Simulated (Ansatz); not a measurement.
A geometry of Ti3Al away from equilibrium: step 2 of the relaxation of a generated cell, Ti3Al placed in the D019 structure type. The numbers are results of r2SCAN (plane waves to 500 eV, PAW, scalar-relativistic; Ansatz, a program for electronic structure), not measurements. Γ-centred k-mesh 7×7×7 on the run's cell (coarser than for final values), Fermi–Dirac smearing 0.05 eV. The plane waves were selected for a different cell earlier on the path.

```xyz
8
Lattice="5.6615 0.0000 0.0000 -2.8308 4.9030 0.0000 0.0000 0.0000 4.5690" Properties=species:S:1:pos:R:3 pbc="T T T"
Ti     2.8308     3.2028     1.1422
Ti    -1.3583     4.0529     3.4267
Ti     1.4725     0.8501     1.1422
Ti     0.0000     1.7002     3.4267
Ti     4.1891     0.8501     1.1422
Ti     1.3583     4.0529     3.4267
Al     0.0000     3.2687     1.1422
Al     2.8308     1.6343     3.4267
```

Task: Give the Cartesian forces on all atoms (eV/Å).

Result: 
```json
[
 {"atom": "Ti1", "Fx": "0.00", "Fy": "0.47", "Fz": "0.00"},
 {"atom": "Ti2", "Fx": "-0.41", "Fy": "0.24", "Fz": "0.00"},
 {"atom": "Ti3", "Fx": "-0.41", "Fy": "-0.24", "Fz": "0.00"},
 {"atom": "Ti4", "Fx": "0.00", "Fy": "-0.47", "Fz": "0.00"},
 {"atom": "Ti5", "Fx": "0.41", "Fy": "-0.24", "Fz": "0.00"},
 {"atom": "Ti6", "Fx": "0.41", "Fy": "0.24", "Fz": "0.00"},
 {"atom": "Al7", "Fx": "0.00", "Fy": "0.00", "Fz": "0.00"},
 {"atom": "Al8", "Fx": "0.00", "Fy": "0.00", "Fz": "0.00"}
]
```

The path ends in P6₃/mmc (No. 194) (AFLOW prototype A3B_hP8_194_h_c (D0_19, as in Ni3Sn)). No spin polarisation in the result.

The run could not lose the symmetry of its start.
